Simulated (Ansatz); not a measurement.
TiAl (P4/mmm), elastic constants by finite strains: input and output

Method: PBEsol, all-electron LAPW in Ansatz 0.2.0, scalar-relativistic.

Cell and atoms were relaxed beforehand by PAW with this functional.

Command line:

```sh
ansatz run input.yaml --threads 1 --pin off --max-ram 2560MiB --backend cpu --events-out ev --progress --plain --runs-dir out
```

Input file:

```yaml
crystal:
  lattice:
    - [2.79724835429, 0.0, 0.0]
    - [0.0, 2.79724835429, 0.0]
    - [0.0, 0.0, 4.03438962643]
  atoms:
    - { symbol: Ti, position: [0.0, 0.0, 0.0] }
    - { symbol: Al, position: [0.5, 0.5, 0.5] }
kpoints:
  mp_grid: { grid: [16, 16, 12] }
scf:
  occupations: { method: fermi_dirac, width: 0.08 }
hamiltonian:
  xc: pbesol
  pseudopotentials: { kind: all_electron, lapw: { basis_error: 0.001 } }
elastic:
  mode: relaxed_ion
  stencil: two_point
  amplitude: 0.003
```

The program printed:

```
Warning: RAYON_NUM_THREADS=1 ignored (pool sized by the plan → 1); use --threads N
LAPW: plane waves up to 8.096 Å⁻¹, error target 1.0e-3 eV per atom; small_component_spin mean_spin; Al in spheres of 1.357 Å, 11 of its electrons in bands, Dirac shells []; Ti in spheres of 1.357 Å, 12 of its electrons in bands, ...
Engine: ansatz 0.2.0, aarch64-unknown-linux-gnu
Pseudopotentials: kind: all_electron
Pseudopotential: Ti, LAPW, valence charge 12, lapw/all_electron/scalar/gaussian/Ti, Koelling and Harmon's equation, gaussian nucleus
Pseudopotential: Al, LAPW, valence charge 11, lapw/all_electron/scalar/gaussian/Al, Koelling and Harmon's equation, gaussian nucleus
Functional definition: PBEsol
  exchange = pbesol_x
  correlation = pbesol_c
Crystal: 2 atoms, lattice volume = 31.567 Å³
Basis set: ecut = 249.70471013538105 eV, 279 PW (Γ), exchange–correlation at level 2
Bands: 16, of which v1, the nominal top of the filled ones, is band 12 counted from 1 (11 counted from 0)
Symmetry: 16 space group operations
Space group: P4/mmm (ITA 123), of the structure as read, at distance tolerance 3.2e-5 Å
k-points: 315 of 3072
Non-local potential: Ti, projectors of the file, none
Non-local potential: Al, projectors of the file, none
Initial density: superposition of atomic densities (chi_scale 0.1, normalization cell, long waves kept (reshape's long-wave potential 0.00 eV rms))
Initial wavefunctions: plane waves of lowest kinetic energy (no species holds an atomic orbital)
Functional: x = pbesol(κ = 0.804, μ = 0.12345679012345678), c = pbesol(β = 0.046)
iter 1 solved again at ethr=8.55e-4 eV; its pass at ethr=1.00e-1 eV (dr2=1.97e-1 eV) is discarded
SCF iter   1: F=—  HF=-29803.187327 eV  |F-HF|=—  |Δ(HF+E_count)|=         —  Δρ=2.27e-2  dr2=1.97e-1  ethr=8.55e-4  ⟨swp⟩=2.7  Hψ=35624  notcnv=0
preconditioner: auto → none  [metal: Δε(μ)=0.009 eV  Ē_g=5.611 eV  σ=0.080 eV  W_gap=0.03  n_scr=6 (ndim 8)  ℏωp=17.5 eV  f_vac=0.000  D(μ)=1.59/eV (n_scr^D=14)  sad-step TF]
SCF iter   2: F=—  HF=-29803.064328 eV  |F-HF|=—  |Δ(HF+E_count)|=   1.23e-1  Δρ=1.56e-2  dr2=2.21e-1  ethr=8.55e-4  ⟨swp⟩=2.2  Hψ=15847  notcnv=0
SCF iter   3: F=—  HF=-29803.049773 eV  |F-HF|=—  |Δ(HF+E_count)|=   1.46e-2  Δρ=1.41e-2  dr2=1.52e-1  ethr=8.55e-4  ⟨swp⟩=3.0  Hψ=16896  notcnv=0
iter 4 solved again at ethr=1.24e-5 eV; its pass at ethr=6.62e-4 eV (dr2=2.85e-3 eV) is discarded
SCF iter   4: F=—  HF=-29802.994543 eV  |F-HF|=—  |Δ(HF+E_count)|=   5.52e-2  Δρ=3.04e-3  dr2=2.85e-3  ethr=1.24e-5  ⟨swp⟩=2.0  Hψ=25871  notcnv=0
SCF iter   5: F=—  HF=-29802.994252 eV  |F-HF|=—  |Δ(HF+E_count)|=         —  Δρ=1.66e-4  dr2=1.45e-5  ethr=1.24e-5  ⟨swp⟩=2.0  Hψ=14505  notcnv=0
the basis was enlarged: its passes take 260.5 KiB over the memory plan, 1 of 1 planned eigensolver slots
SCF iter   6: F=—  HF=-29802.994230 eV  |F-HF|=—  |Δ(HF+E_count)|=   2.16e-5  Δρ=4.48e-5  dr2=1.14e-6  ethr=6.32e-8  ⟨swp⟩=2.9  Hψ=15088  notcnv=0
SCF iter   7: F=—  HF=-29802.994230 eV  |F-HF|=—  |Δ(HF+E_count)|=   7.83e-8  Δρ=4.26e-6  dr2=9.27e-9  ethr=4.97e-9  ⟨swp⟩=2.0  Hψ=14505  notcnv=0
[... 104 lines left out ...]
SCF 9 converged in 7 iterations: F = -29802.994193 eV  dr2 = 2.13e-14
SCF converged after 10 iterations
Free energy (F): -29802.994230 eV
Harris-Foulkes:  -29802.994230 eV  (|F-HF|=1.09e-11)
Internal energy: -29802.956732 eV  (E = F + TS)
E sigma→0 (E₀):  -29802.975481 eV
Entropy (-TS):   -0.037498 eV (-18.749 meV/atom)
Fermi energy:    12.450959 eV
--- Per-component energies (eV) ---
  E_band       = -627.650635
  E_kinetic    = 30035.689895
  E_xc         = -1616.807001
  E_electrostatic = -58221.839625  (all electrons and nuclei)
  E_smearing   = -0.037498  (= −TS)
  E_closure    = 0.000000  (closes the sum)
  Σ components = -29802.994230   (vs F -29802.994230, Δ=0.00e0)
  Basis errors (estimates in eV, not in F): energy 8.7e-5 per atom: plane waves 5.2e-5 (2.7e-5 summed), levels above the bands 3.4e-26, relativity 4.1e-9, radial functions 3.5e-5, core shells 1.7e-7; eigenvalues (radial functions ...
--- Forces (eV/Å), atoms counted from 1 ---
  atom   1  Ti    -0.00000000     0.00000000     0.00000000
  atom   2  Al     0.00000000    -0.00000000     0.00000000
  max |Σ_I F_I| component: 3.33e-31 eV/Å
--- Stress (GPa, compression-positive) ---
       -0.089823       0.000000       0.000000
        0.000000      -0.089823       0.000000
        0.000000       0.000000      -0.003298
  P = ⅓ Tr σ = -0.0610 GPa (-0.610 kbar)
--- Elastic constants: 4 strain directions × 2 members + reference (group order 16) ---
  dense FFT box of the reference and of every strained cell: 16×16×24
  strains applied: 11, 33, 23, 12; error gains: componentwise 1.00 (the most a stress slope's error grows in a printed constant), spectral 1.41 (1 for all six strains in a standard setting)
  C = ∂σ_k/∂η_j (tension-positive GPa; Voigt order 11 22 33 23 13 12):
       207.457     61.472     90.478      0.000      0.000     -0.000
        61.472    207.457     90.478      0.000      0.000     -0.000
        90.559     90.559    177.588      0.000      0.000     -0.000
         0.000      0.000      0.000    120.117      0.000      0.000
         0.000      0.000      0.000      0.000    120.117      0.000
        -0.000     -0.000      0.000      0.000      0.000     42.116
  reference stress σ⁰ (GPa):      0.090      0.090      0.003      0.000      0.000      0.000
  no Pulay correction (none for the plane-wave cutoff is built on LAPW): the batch's stresses and constants are at fixed plane waves
  C* (energy form; C + prestress term) asymmetry max|C*_kj − C*_jk| = 4.791e-3 GPa — a small one proves nothing (zero by symmetry where the batch's group is 432, −43m or m−3m); a large one is finite-difference/SCF noise where ...
  moduli (Voigt/Reuss/Hill, GPa): K = 119.72/119.72/119.72   G = 79.80/64.94/72.37   E = 180.70   ν = 0.248
  mechanically stable: yes (min eigenvalue of sym C = 42.12 GPa)
  where every solve meets its electron count the energy-path curvature estimates C_jj along a normal strain and C_jj − ¼(σ⁰_aa + σ⁰_bb) along a shear (ab), closely only under elastic.basis: deformed
  strain η (Voigt 11):  stress-route row diagonal C_11 = 207.46 GPa, energy-path curvature d²(F+E_count)/dδ²/Ω₀ = 207.45 GPa
         δ    σ_11 (GPa)             F (eV)   n_scf  n_hpsi   n_pw
    -3.000e-3      -0.5391      -29802.9940979       8  296107    300   relax 0 steps, max|allowed force component| 6.16e-32 eV/Å
     3.000e-3       0.7057      -29802.9939943       8  296013    300   relax 0 steps, max|allowed force component| 4.93e-32 eV/Å
  strain η (Voigt 33):  stress-route row diagonal C_33 = 177.59 GPa, energy-path curvature d²(F+E_count)/dδ²/Ω₀ = 177.60 GPa
         δ    σ_33 (GPa)             F (eV)   n_scf  n_hpsi   n_pw
    -3.000e-3      -0.5312      -29802.9940742       8  166965    300   relax 0 steps, max|allowed force component| 6.16e-32 eV/Å
     3.000e-3       0.5344      -29802.9940709       7  151301    300   relax 0 steps, max|allowed force component| 1.23e-32 eV/Å
  strain η (Voigt 23):  stress-route row diagonal C_44 = 120.12 GPa, energy-path curvature d²(F+E_count)/dδ²/Ω₀ = 120.09 GPa
         δ    σ_23 (GPa)             F (eV)   n_scf  n_hpsi   n_pw
    -3.000e-3      -0.3603      -29802.9941236       7  423304    300   relax 0 steps, max|allowed force component| 0.00e0 eV/Å
     3.000e-3       0.3604      -29802.9941236       7  423109    300   relax 0 steps, max|allowed force component| 0.00e0 eV/Å
  strain η (Voigt 12):  stress-route row diagonal C_66 = 42.12 GPa, energy-path curvature d²(F+E_count)/dδ²/Ω₀ = 42.08 GPa
         δ    σ_12 (GPa)             F (eV)   n_scf  n_hpsi   n_pw
    -3.000e-3      -0.1263      -29802.9941927       7  246992    300   relax 0 steps, max|allowed force component| 3.70e-32 eV/Å
     3.000e-3       0.1263      -29802.9941927       7  247267    300   relax 0 steps, max|allowed force component| 1.97e-31 eV/Å
```

The run converged.

**Elastic moduli**

Elastic constants of a crystal by Kohn-Sham DFT: slopes of the stress over finite engineering strains of the given cell, Voigt indices, Cartesian axes as in the input; Hill averages of a grain aggregate, Debye temperature from the mean sound speed over directions.

| Property | Result |
| --- | --- |
| Bulk modulus | 119.7 GPa |
| Shear modulus | 72.37 GPa |
| Young modulus | 180.7 GPa |
| Poisson ratio | 0.2484 |
| Bulk over shear modulus | 1.654 |
| Elastic anisotropy index | 1.144 |
| Least young modulus | 114.1 GPa |
| Largest young modulus | 236 GPa |
| Longitudinal sound speed | 7411 m/s |
| Transverse sound speed | 4287 m/s |
| Elastic debye temperature | 553.6 K |
| Linear compressibility (x, y, z) | 2.776, 2.776, 2.802 1/TPa |

Elastic constants:

| Item | Value |
| --- | --- |
| Pressure at rest | -0.061 GPa |
| Least elastic eigenvalue | 42.12 GPa |
| Elastically stable | yes |

```tsv
index	elastic (GPa)
11	207.5
12	61.47
13	90.52
33	177.6
44	120.1
66	42.12
```

Strained cells:

Stress of each strained cell less that at rest, tension positive.

| strain component | strain | stress xx (GPa) | stress yy (GPa) | stress zz (GPa) | stress yz (GPa) | stress xz (GPa) | stress xy (GPa) | relaxation steps |
| --- | --- | --- | --- | --- | --- | --- | --- | --- |
| xx | -0.003 | -0.6288 | -0.1854 | -0.2735 | 0 | 0 | 0 | 0 |
| xx | 0.003 | 0.6159 | 0.1834 | 0.2698 | 0 | 0 | 0 | 0 |
| zz | -0.003 | -0.2743 | -0.2743 | -0.5345 | 0 | 0 | 0 | 0 |
| zz | 0.003 | 0.2686 | 0.2686 | 0.5311 | 0 | 0 | 0 | 0 |
| yz | -0.003 | -0.0013 | -0.001 | -0.0017 | -0.3604 | 0 | 0 | 0 |
| yz | 0.003 | -0.0013 | -0.001 | -0.0017 | 0.3604 | 0 | 0 | 0 |
| xy | -0.003 | 0.0006 | 0.0006 | -0.002 | 0 | 0 | -0.1264 | 0 |
| xy | 0.003 | 0.0007 | 0.0007 | -0.002 | 0 | 0 | 0.1264 | 0 |

Known limits: responses of metals move with mesh and smearing; elastic stability says nothing of phonons or of other phases.

Time and hardware: 8.6 min on 1 thread of Arm Neoverse V1 (shared host), peak memory 1.7 GiB.
